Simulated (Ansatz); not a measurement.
**Property card for MoP₂**

MoP$_{2}$:
Space group Cmc2₁ (No. 36); a = 3.109 Å, b = 11.085 Å, c = 4.932 Å, α = β = γ = 90.00°

| atom | site | symmetry | x | y | z |
|---|---|---|---|---|---|
| Mo | 4a | m.. | 0.0000 | 0.0933 | 0.4980 |
| P | 4a | m.. | 0.0000 | 0.4301 | 0.3797 |
| P | 4a | m.. | 0.0000 | 0.7030 | 0.1974 |
(The calculation used a cell of 6 atoms; values per cell refer to that cell.)

Space group Cmc2_1 (No. 36); conventional cell a = 3.1092 Å, b = 11.0855 Å, c = 4.9316 Å, α = β = γ = 90.00°.

Method: plane-wave PAW LDA (Ansatz code). Geometry: relaxed at this level of theory. Other levels are named where they apply.

Cell and energy:

```yaml
volume_per_atom: 14.16 Å³
density: 6.17 g/cm³
Formation energy from the elements (no fitted shifts): -0.65 eV/atom
```

Electronic structure:

```yaml
electronic_character: metallic (no gap)
Density of states at the Fermi level: 0.17 states/eV per atom (mean over ±0.08 eV)
```

Mechanics:

```yaml
Bulk modulus (Birch–Murnaghan fit): 195 GPa
Pressure derivative B′: 4.0
```

The workflow started from a Materials Project entry (that database holds measured and hypothetical structures alike); the Crystallography Open Database copy checked does not list it. Whether it is the stable phase at ambient conditions was not checked. The cell was relaxed with LDA under the symmetry of its start; whether a distortion lowers the energy is not shown. The run is not spin-polarised. The references are the lowest solids computed at this level, not always the standard phases. Spin–orbit coupling is left out wherever it is not named.

Potentials: the later of the program's two PAW sets.
